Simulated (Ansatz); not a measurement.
Level of theory: Ansatz, DFT PBE, scalar-relativistic, plane waves, PAW. Settings: cutoff 420 eV, Γ-centred meshes spaced at most about 0.3 Å⁻¹, and about 0.25 Å⁻¹ or finer for metals (2π included), Gaussian smearing. No spin polarisation in the final relaxations.

These are static total energies at zero pressure. Lower structures may exist.

**Question.** Order these relaxed structures of CuSn₃ by energy, lowest first, with the energy over the lowest of them.
A.

```
CELL_PARAMETERS angstrom
0.00000 3.63317 3.63317
3.63317 0.00000 3.63317
3.63317 3.63317 0.00000
ATOMIC_POSITIONS crystal
Cu 0.00000 0.00000 0.00000
Sn 0.50000 0.50000 0.50000
Sn 0.25000 0.25000 0.25000
Sn 0.75000 0.75000 0.75000
```

B.

```
CELL_PARAMETERS angstrom
-2.31349 2.31349 4.46734
2.31349 -2.31349 4.46734
2.31349 2.31349 -4.46734
ATOMIC_POSITIONS crystal
Cu 0.00000 0.00000 0.00000
Sn 0.75000 0.25000 0.50000
Sn 0.25000 0.75000 0.50000
Sn 0.50000 0.50000 0.00000
```

C.

```
CELL_PARAMETERS angstrom
5.19506 0.00000 0.00000
-2.59753 4.49905 0.00000
0.00000 0.00000 4.98695
ATOMIC_POSITIONS crystal
Cu 0.00000 0.00000 0.50000
Sn 0.33333 0.66667 0.50000
Sn 0.66667 0.33333 0.50000
Sn 0.00000 0.00000 0.00000
```

**Answer.** B (0 meV/atom), A (31 meV/atom), C (138 meV/atom). Forms: B TiAl3 (D0_22) type, I4/mmm; A BiF3 (D0_3) type, Fm-3m; C P6/mmm. Counting all near atoms (those within 1.25 times the shortest distance at each site; a plus sign parts nearer from farther groups; a slash parts the counts of unlike sites): B has Cu 12, Sn 12; A has Cu 8+6, Sn 8+6; C has Cu 2+6, Sn 2/6. Even the lowest lies +0.23 eV/atom against the elements.

The I4/mmm cell at 23.9 Å³/atom was relaxed from a Materials Project cell. Cells relaxed within their symmetry can be saddle points. Some structure types and database cells were kept out of the candidates from the start, so a known form may be missing.
